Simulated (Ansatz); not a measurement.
How far is PAW off for Ca?

```
Ca
1.0
     0.00000    2.79420    2.79420
     2.79420    0.00000    2.79420
     2.79420    2.79420    0.00000
Ca
1
Cartesian
  0.0000 0.0000 0.0000
```

Structure: COD 9011033, as refined from experiment and not relaxed.

All numbers are computed: DFT, PBEsol, PAW with Ansatz's default frozen-core files, scalar-relativistic (Ansatz 0.2.0); DFT, PBEsol, all-electron LAPW, scalar-relativistic (Ansatz 0.2.0).

For PAW: a Γ-centred 11×11×11 k mesh, Fermi–Dirac smearing of 0.05 eV, cutoff 420 eV, no spin polarisation; the PAW files were made with PBE, and the program remakes their frozen cores for this functional. LAPW targets a basis error of 1 meV/atom. The Ansatz runs share mesh, smearing and spin set-up. Plane-wave (PAW) pressures include the program's estimate of the Pulay term.

Stress and pressure are positive in compression.

Levels count from the Fermi level.

PAW results:

| quantity | PAW |
| --- | --- |
| pressure (GPa) | -1.16 |
| highest filled level at Γ (eV) | -3.968 |
| lowest empty level at Γ (eV) | 2.286 |
| highest filled level at L (eV) | -0.178 |
| lowest empty level at L (eV) | 2.179 |

Task: What does full-potential LAPW give for the same quantities?

Result: 
```
                      quantity    LAPW
                pressure (GPa)   -1.16
highest filled level at Γ (eV)  -3.968
  lowest empty level at Γ (eV)   2.286
highest filled level at L (eV)  -0.178
  lowest empty level at L (eV)   2.179
```
